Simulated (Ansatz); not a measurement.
Sr2CuO3 in space group Immm (No. 71; Sr on 4j, Cu on 2d, O on 2a, O on 4j), PBE in the plane-wave PAW code Ansatz, all energies at zero smearing, with the estimated change up to a 700 eV cutoff added, with one set of potentials and settings (totals compare only within such a set). Cell of 6 atoms (2 Sr, 1 Cu, 3 O): -15420.994 eV.

| element | reference phase | E (eV/atom) |
|---|---|---|
| Sr | C2/m, 3 atoms in the cell | -3544.2201 |
| Cu | Fm-3m, 1 atoms in the cell | -6625.1757 |
| O | C2/m, 4 atoms in the cell, spin-polarised | -565.0000 |

Formation energy per atom, worked out: (-15420.994 − 2×(-3544.2201) − 1×(-6625.1757) − 3×(-565.0000))/6 = -2.063 eV/atom (-199 kJ per mol of atoms), at 0 K, without zero-point energy or fitted corrections.

The first step of the workflow began from a Materials Project structure, measured or hypothetical; the Crystallography Open Database files this formula in space group No. 71, but the cells were not matched. Whether it is the stable phase at ambient conditions was not checked. Symmetry was held in the PBE relaxation; whether a distortion lowers the energy is not shown. The run is not spin-polarised. No Hubbard U is applied. The references are the lowest solids computed at this level, not always the standard phases (solids in place of the gases).

Potentials: the later of the program's two PAW sets.
